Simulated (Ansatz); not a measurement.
PbBrF (space group P4/nmm)

```
CELL_PARAMETERS angstrom
      4.10128     0.00000     0.00000
      0.00000     4.10128     0.00000
      0.00000     0.00000    14.76677
ATOMIC_POSITIONS crystal
  Pb 0.00000 0.50000 0.40249
  Pb 0.00000 0.50000 0.90249
  Pb 0.50000 0.00000 0.09751
  Pb 0.50000 0.00000 0.59751
  Br 0.50000 0.00000 0.32313
  Br 0.50000 0.00000 0.82313
  Br 0.00000 0.50000 0.17687
  Br 0.00000 0.50000 0.67687
  F  0.50000 0.50000 0.00000
  F  0.50000 0.50000 0.50000
  F  0.00000 0.00000 0.00000
  F  0.00000 0.00000 0.50000
```

The atoms are displaced by Q × the pattern below (from a DFPT mode at Z = (0.0, 0.0, 0.5), largest move 1; Q in Å), at fixed cell. It is one choice among 2 degenerate patterns. (q is in reciprocal vectors of the primitive cell; the cell shown is doubled to hold the pattern.)

```csv
atom,x,y,z
Pb1,0.000,0.006,0.000
Pb2,0.000,-0.006,0.000
Pb3,0.000,0.006,0.000
Pb4,0.000,-0.006,0.000
Br5,0.000,-0.038,0.000
Br6,0.000,0.038,0.000
Br7,0.000,-0.038,0.000
Br8,0.000,0.038,0.000
F9,0.000,1.000,0.000
F10,0.000,-1.000,0.000
F11,0.000,-1.000,0.000
F12,0.000,1.000,0.000
```

Level of theory: LDA (plane waves to 420 eV, PAW, scalar-relativistic; Ansatz, a program for electronic structure). k mesh 8×8×3 (Γ-centred), Fermi-Dirac smearing 0.05 eV. PbBrF was relaxed with its symmetry unable to fall. Spin-orbit coupling is left out, though Pb is heavy.

At one point of the scan the forces (eV/Å) are:

```json
[
 {"atom": "Pb1", "Fx": "0.000", "Fy": "-0.019", "Fz": "-0.048"},
 {"atom": "Pb2", "Fx": "0.000", "Fy": "0.019", "Fz": "-0.048"},
 {"atom": "Pb3", "Fx": "0.000", "Fy": "-0.019", "Fz": "0.048"},
 {"atom": "Pb4", "Fx": "0.000", "Fy": "0.019", "Fz": "0.048"},
 {"atom": "Br5", "Fx": "0.000", "Fy": "0.083", "Fz": "-0.006"},
 {"atom": "Br6", "Fx": "0.000", "Fy": "-0.083", "Fz": "-0.006"},
 {"atom": "Br7", "Fx": "0.000", "Fy": "0.083", "Fz": "0.006"},
 {"atom": "Br8", "Fx": "0.000", "Fy": "-0.083", "Fz": "0.006"},
 {"atom": "F9", "Fx": "0.000", "Fy": "-0.539", "Fz": "-0.064"},
 {"atom": "F10", "Fx": "0.000", "Fy": "0.539", "Fz": "-0.064"},
 {"atom": "F11", "Fx": "0.000", "Fy": "0.539", "Fz": "0.064"},
 {"atom": "F12", "Fx": "0.000", "Fy": "-0.539", "Fz": "0.064"}
]
```

**Question.** Which point is it?
A) Q = 0.280 Å
B) Q = 0.233 Å
C) Q = 0.140 Å
D) Q = 0.093 Å

**Answer.** C, Q = 0.140 Å

(For displaced atoms, the force is minus the slope of the energy, and its curvature is a force constant, which sets phonon frequencies.)
